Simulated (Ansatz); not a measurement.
An Ansatz (an electronic-structure program) run. Input:

Ansatz 0.2 input:
```yaml
crystal:
  lattice:
    - [3.3054764809, 0.0, 0.0]
    - [0.0, 3.3054764809, 0.0]
    - [0.0, 0.0, 6.0138787385]
  atoms:
    - { symbol: Ti, position: [0.0, 0.5, 0.8644881703] }
    - { symbol: Ti, position: [0.5, 0.0, 0.1355118297] }
    - { symbol: Au, position: [0.0, 0.5, 0.3610184168] }
    - { symbol: Au, position: [0.5, 0.0, 0.6389815832] }
kpoints:
  mp_grid: { grid: [9, 9, 5] }
  band_path:
    path:
      - [[0.0, 0.0, 0.0], [0.0, 0.5, 0.0], [0.5, 0.5, 0.0], [0.0, 0.0, 0.0], [0.0, 0.0, 0.5], [0.0, 0.5, 0.5], [0.5, 0.5, 0.5], [0.0, 0.0, 0.5]]  # Γ-X-M-Γ-Z-R-A-Z
      - [[0.0, 0.5, 0.0], [0.0, 0.5, 0.5]]  # X-R
      - [[0.5, 0.5, 0.0], [0.5, 0.5, 0.5]]  # M-A
    npoints: 8
basis: { xc_grid: 2 }
hamiltonian:
  xc: pbesol
  pseudopotentials: { kind: paw }
magnetization: { noncollinear: true, spin_orbit: true }
scf:
  n_extra_bands: 12
  convergence: { dr2_threshold: 0.0000000001 }
  occupations: { method: gaussian, width: 0.05 }
output: { eigenvalues: true }
```

Output (shortened):

```
Pseudopotential: Ti, paw_fr, valence charge 12
Pseudopotential: Au, paw_fr, valence charge 19
Functional definition: PBEsol
non-collinear run that drives no moment, with spin-orbit …
Crystal: 4 atoms, lattice volume = 65.709 Å³
Basis set: ecut = 420 eV, 1293 PW (Γ), exchange–correlation on 48×48×90 points (8 copies of the dense FFT grid, shifted against one another)
Bands: 74, of which v1, the nominal top of the filled ones, is band 62 counted from 1 (61 counted from 0)
Symmetry: 16 space group operations + 16 with time reversal
k-points: 45 of 405
Projection manifold: j_resolved (fully-relativistic pseudo-atomic orbitals)
SCF iter   1: F=—  HF=-31092.150375 eV  |F-HF|=—  |Δ(HF+E_count)|=         —  Δρ=7.56e-1  dr2=1.07e3  dr2_m=0.00e0 (ungated)  ethr=3.10e-3  |M|=0.00e0 ∫|m|=0.00e0 μB  |m|>n=0.0e0 m-floor=0.0e0 τ_xc=0.0e0  β_m=0.30  ⟨swp⟩=6.0  Hψ=7406  notcnv=0
preconditioner: auto → Kerker (q_TF=auto, 2.702 Å⁻¹)
spin=Noncollinear: Kerker preconditioning applied to the charge; magnetization (m_x, m_y, m_z) channels mix plain (no charge-response kernel on spin).
SCF iter   2: F=—  HF=-31045.598111 eV  |F-HF|=—  |Δ(HF+E_count)|=    4.66e1  Δρ=1.93e-1  dr2=2.55e1  dr2_m=0.00e0 (ungated)  ethr=3.10e-3  |M|=0.00e0 ∫|m|=0.00e0 μB  |m|>n=0.0e0 m-floor=0.0e0 τ_xc=0.0e0  β_m=0.28  ⟨swp⟩=6.3  Hψ=4739  notcnv=0  defer=246
preconditioner: auto → Resta (q_TF=auto, 2.702 Å⁻¹)
spin=Noncollinear: Resta preconditioning applied to the charge; magnetization (m_x, m_y, m_z) channels mix plain (no charge-response kernel on spin).
SCF iter   3: F=—  HF=-31041.185303 eV  |F-HF|=—  |Δ(HF+E_count)|=    4.41e0  Δρ=1.25e-1  dr2=1.23e1  dr2_m=0.00e0 (ungated)  ethr=3.10e-3  |M|=0.00e0 ∫|m|=0.00e0 μB  |m|>n=0.0e0 m-floor=0.0e0 τ_xc=0.0e0  β_m=0.64  ⟨swp⟩=4.0  Hψ=3557  notcnv=0  defer=274
SCF iter   4: F=—  HF=-31038.164488 eV  |F-HF|=—  |Δ(HF+E_count)|=    3.02e0  Δρ=4.91e-2  dr2=3.57e0  dr2_m=0.00e0 (ungated)  ethr=3.10e-3  |M|=0.00e0 ∫|m|=0.00e0 μB  |m|>n=0.0e0 m-floor=0.0e0 τ_xc=0.0e0  β_m=0.82  ⟨swp⟩=4.9  Hψ=3792  notcnv=0  defer=306
SCF iter   5: F=—  HF=-31037.712839 eV  |F-HF|=—  |Δ(HF+E_count)|=   4.52e-1  Δρ=1.39e-2  dr2=4.32e-1  dr2_m=0.00e0 (ungated)  ethr=3.10e-3  |M|=0.00e0 ∫|m|=0.00e0 μB  |m|>n=0.0e0 m-floor=0.0e0 τ_xc=0.0e0  β_m=0.71  ⟨swp⟩=3.3  Hψ=2370  notcnv=0  defer=294
SCF iter   6: F=—  HF=-31037.678359 eV  |F-HF|=—  |Δ(HF+E_count)|=   3.45e-2  Δρ=1.11e-2  dr2=2.20e-1  dr2_m=0.00e0 (ungated)  ethr=6.96e-4  |M|=0.00e0 ∫|m|=0.00e0 μB  |m|>n=0.0e0 m-floor=0.0e0 τ_xc=0.0e0  β_m=0.85  ⟨swp⟩=2.2  Hψ=1817  notcnv=0  defer=286
SCF iter   7: F=—  HF=-31037.654262 eV  |F-HF|=—  |Δ(HF+E_count)|=   2.41e-2  Δρ=4.94e-3  dr2=3.78e-2  dr2_m=0.00e0 (ungated)  ethr=3.54e-4  |M|=0.00e0 ∫|m|=0.00e0 μB  |m|>n=0.0e0 m-floor=0.0e0 τ_xc=0.0e0  β_m=0.91  ⟨swp⟩=2.9  Hψ=1924  notcnv=0  defer=292
SCF iter   8: F=—  HF=-31037.649991 eV  |F-HF|=—  |Δ(HF+E_count)|=   4.27e-3  Δρ=1.90e-3  dr2=5.89e-3  dr2_m=0.00e0 (ungated)  ethr=6.10e-5  |M|=0.00e0 ∫|m|=0.00e0 μB  |m|>n=0.0e0 m-floor=0.0e0 τ_xc=0.0e0  β_m=0.96  ⟨swp⟩=2.3  Hψ=2106  notcnv=0  defer=280
SCF iter  13: F=-31037.649287 eV  HF=-31037.649287 eV  |F-HF|=2.55e-11  |Δ(HF+E_count)|=  3.24e-10  Δρ=2.75e-7  dr2=5.50e-11  dr2_m=0.00e0 (ungated)  ethr=1.00e-12  |M|=0.00e0 ∫|m|=0.00e0 μB  |m|>n=0.0e0 m-floor=0.0e0 τ_xc=0.0e0  ⟨swp⟩=9.2  Hψ=7785  notcnv=0
SCF 1 converged in 13 iterations: F = -31037.649287 eV  dr2 = 5.50e-11
NSCF: frozen V_eff on 75 k-points
SCF converged after 13 iterations
Magnetization: |M| = 0.0000 μB,  M = (+0.0000, +0.0000, +0.0000) μB
Absolute magnetization: 0.0000 μB (∫|m|)
  site 0: m = (+0.0000, +0.0000, +0.0000) μB, |m| = 0.0000 μB  (R = 1.11 Å)
  site 1: m = (+0.0000, +0.0000, +0.0000) μB, |m| = 0.0000 μB  (R = 1.11 Å)
  site 2: m = (+0.0000, +0.0000, +0.0000) μB, |m| = 0.0000 μB  (R = 1.11 Å)
  site 3: m = (+0.0000, +0.0000, +0.0000) μB, |m| = 0.0000 μB  (R = 1.11 Å)
Free energy (F): -31037.649287 eV
Harris-Foulkes:  -31037.649287 eV  (|F-HF|=2.55e-11)
Internal energy: -31037.646850 eV  (E = F + TS)
E sigma→0 (E₀):  -31037.648069 eV
Entropy (-TS):   -0.002437 eV (-0.609 meV/atom)
Fermi energy:    17.956408 eV
--- Per-component energies (eV) ---
  E_band       = -765.781220
  E_kinetic    = 1753.892025
  E_local      = -5299.552586  (includes V_loc(G=0)·N_el)
  E_nonlocal   = 139.563282
  E_hartree    = 2244.502393
  E_xc         = -650.732380
  E_vxc        = -797.763650  (∫ρ·V_xc dr)
  E_paw        = -21227.061945  (= ΣΔE_a)
  E_vpaw       = -1050.928050  (= ΣTr[D̂ρ^β])
  E_aug_tail   = 0.002706  (compensation charges beyond the density's cutoff)
  E_ewald      = -7999.170068
  E_core_change = 0.909723  (= ΣΔE_core)
  E_smearing   = -0.002437  (= −TS)
  E_closure    =  0.000000  (closes the sum)
  Σ components = -31037.649287   (vs F -31037.649287, Δ=0.00e0)
  [band-id]    e_kinetic+e_local+e_nonlocal+2·e_hartree+e_vxc+e_vpaw+e_augmentation_tail = -765.781488   (vs E_band -765.781220, Δ=-2.68e-4)
--- Band table (eV; the first three rows and the last of 45) ---
  k-point 0: bands = ["-88.1641", "-88.1641", "-88.1555", "-88.1555", "-51.9231", "-51.9231", "-51.8927", "-51.8927", "-38.8076", "-38.8076", "-38.7052", "-38.7052", "-35.3328", "-35.3328", "-35.3129", "-35.3129", "-35.2441", "-35.2441", "-35.2248", …
  k-point 1: bands = ["-88.1641", "-88.1641", "-88.1555", "-88.1555", "-51.9231", "-51.9231", "-51.8927", "-51.8927", "-38.8079", "-38.8079", "-38.7050", "-38.7050", "-35.3331", "-35.3331", "-35.3129", "-35.3129", "-35.2436", "-35.2436", "-35.2248", …
  k-point 2: bands = ["-88.1641", "-88.1641", "-88.1555", "-88.1555", "-51.9231", "-51.9231", "-51.8927", "-51.8927", "-38.8082", "-38.8082", "-38.7047", "-38.7047", "-35.3337", "-35.3337", "-35.3129", "-35.3129", "-35.2429", "-35.2429", "-35.2248", …
  k-point 44: bands = ["-88.1591", "-88.1591", "-88.1589", "-88.1589", "-51.9128", "-51.9128", "-51.9119", "-51.9119", "-38.7403", "-38.7403", "-38.7372", "-38.7372", "-35.3371", "-35.3371", "-35.3206", "-35.3206", "-35.2718", "-35.2718", "-35.2551", …
```

Cost: very roughly 2.0 core-minutes on shared cores.

Space group P4/nmm. The first step of the workflow began from a Materials Project structure, measured or hypothetical; the Crystallography Open Database copy checked does not list it. COD files the formula under space group No. 221. Its standing as an ambient phase is unchecked. The PBEsol relaxation kept the symmetry of its start; whether a distortion lowers the energy is not shown. The run is not spin-polarised.

Potentials: the later of the program's two PAW sets.

Ansatz is a plane-wave DFT program.
